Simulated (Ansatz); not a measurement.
Polymorphs of TaC, each relaxed with PBEsol (plane waves, PAW; program Ansatz):

A: rock salt (Fm-3m)
a = b = c = 4.440 Å, α = β = γ = 90.00°

```json
[
 {"atom": "C", "site": "4a", "symmetry": "m-3m", "x": "0.0000", "y": "0.0000", "z": "0.0000"},
 {"atom": "Ta", "site": "4b", "symmetry": "m-3m", "x": "0.5000", "y": "0.5000", "z": "0.5000"}
]
```

B: zinc blende (F-43m)
a = b = c = 4.791 Å, α = β = γ = 90.00°

```json
[
 {"atom": "Ta", "site": "4a", "symmetry": "-43m", "x": "0.0000", "y": "0.0000", "z": "0.0000"},
 {"atom": "C", "site": "4d", "symmetry": "-43m", "x": "0.7500", "y": "0.7500", "z": "0.7500"}
]
```

Question: Order them by energy per atom at 0 K (lowest first) at the level PBEsol.

Answer: A (+0 meV/atom), B (+622 meV/atom)

Typed or built starts, not in the databases checked: B. Not the usual ambient phase: B. All cells were relaxed under the symmetry of their starts (and spin orders); stability against distortions was not tested throughout. Rows with no word on spin ran without spin polarisation. Scalar-relativistic: spin–orbit coupling is off unless named, which matters more the heavier the elements.

Energies hold the estimated change up to a 700 eV cutoff; steps of a few meV lie near the error of the meshes.

Potentials: the later of the program's two PAW sets.
